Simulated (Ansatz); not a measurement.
A structure of PbSe relaxed with PBEsol (plane waves to 420 eV, PAW, scalar-relativistic; Ansatz, a first-principles code); single points at other levels follow on the same geometry (Ansatz, PAW; PBEsol+SOC at 420 eV on a 8×8×8 k-mesh; spin-orbit coupling only where +SOC is written). Space group Fm-3m (No. 225).

PbSe has the cubic space group Fm-3m (No. 225), the rock salt structure, Pearson symbol cF8. Cell: a = 6.103 Å, b = 6.103 Å, c = 6.103 Å, α = 90.00°, β = 90.00°, γ = 90.00°. Pb on 4b has 6 Se at 3.052 Å (octahedral). Se on 4a has 6 Pb at 3.052 Å (octahedral). (Neighbours: up to the widest gap in distance over summed covalent radii, below 1.35, at either atom; cation-cation and far metal-metal contacts left out.)

```
level       gap (eV)    kind  conduction minimum
----------  --------  ------  ------------------
PBEsol          0.17  direct                   –
PBEsol+SOC      0.31  direct                   –
```

The shift from spin-orbit coupling is approximate. No spin polarisation in the result.

The run could not lose the symmetry of its start.
